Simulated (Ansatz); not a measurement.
**Exchange couplings of AgRh (P-6m2)**

The geometry is a structure from the Materials Project, held fixed and not relaxed.

Settings: LDA, 11×11×12 k mesh, Fermi–Dirac smearing of 0.05 eV. AE-PAW is all-electron PAW in Ansatz 0.2.0 on datasets made for the crystal. Site moments are integrated in spheres about the atoms.

The input and its command:

```yaml
crystal:
  lattice:
    - [2.7775881998, 0.0, 0.0]
    - [-1.3887940999, 2.4054619423, 0.0]
    - [0.0, 0.0, 4.808602]
  atoms:
    - { symbol: Ag, position: [0.0, 0.0, 0.5] }
    - { symbol: Rh, position: [0.6666666667, 0.3333333333, 0.0], spin: 0.3 }
magnetization:
  spin_polarized: true
kpoints:
  mp_grid: { grid: [11, 11, 12] }
  band_path:
    path:
      - [0.0, 0.0, 0.0]
      - [0.5, 0.0, 0.0]
      - [0.3333333333, 0.3333333333, 0.0]
      - [0.0, 0.0, 0.0]
      - [0.0, 0.0, 0.5]
      - [0.5, 0.0, 0.5]
      - [0.3333333333, 0.3333333333, 0.5]
      - [0.0, 0.0, 0.5]
      - [0.5, 0.0, 0.5]
    npoints: 8
scf:
  occupations: { method: fermi_dirac, width: 0.05 }
  lower_state_search: "off"
hamiltonian:
  xc: lda
  pseudopotentials: { kind: all_electron, datasets: crystal }
output:
  eigenvalues: false
  eigenstates:
    nscf_kmesh: { grid: [11, 11, 12] }
    top_band: c23
    exchange_couplings: { magnetic: [{ species: Rh }] }
```

Command: `ansatz run input.yaml --threads 2 --pin off --max-ram 5120MiB --backend cpu --events-out ev --progress --plain --runs-dir out`

Site moments (μB): Ag1 0.02, Rh2 0.31. Cell moment 0.33 μB.

Couplings come from the force theorem (directions of the magnetic atoms constrained, all else relaxed) on a 11×11×12 mesh, with E = −Σ J e_i·e_j over ordered pairs of unit vectors, so positive J favours parallel moments.

```
                   pair  count  J AE-PAW (meV)  J, frozen-core files (meV)
       Rh2–Rh at 2.78 Å      6           +1.23                       +1.19
Rh2–Rh at 4.81 Å, set 1      2           +0.23                       +0.23
Rh2–Rh at 4.81 Å, set 2      6           -0.30                       -0.30
       Rh2–Rh at 5.55 Å     12           +0.06                       +0.06
       Rh2–Rh at 5.56 Å      6           +0.31                       +0.30
       Rh2–Rh at 6.80 Å     12           +0.06                       +0.06
Rh2–Rh at 7.35 Å, set 1     12           +0.01                       +0.01
Rh2–Rh at 7.35 Å, set 2     12           -0.05                       -0.05
```

Pairs at one distance with different couplings are listed as sets.

Question: What ordering temperature follows for classical moments?

Answer: 68 K in mean field, from all shells, not only those listed. Mean field overestimates it as a rule, and the couplings show only that this order is stable against small turns, not that no other order lies lower.

The couplings come from one mesh, and their convergence in k wasn't tested.

The Ansatz runs typed with the search for lower states off end where their start leads. The program couldn't verify every level among the many empty bands that the force theorem sums over. None of this fixes the real material's magnetic order: only patterns that fit the cell were computed, without spin fluctuations and on one mesh and smearing, with a functional that can overstate moments.
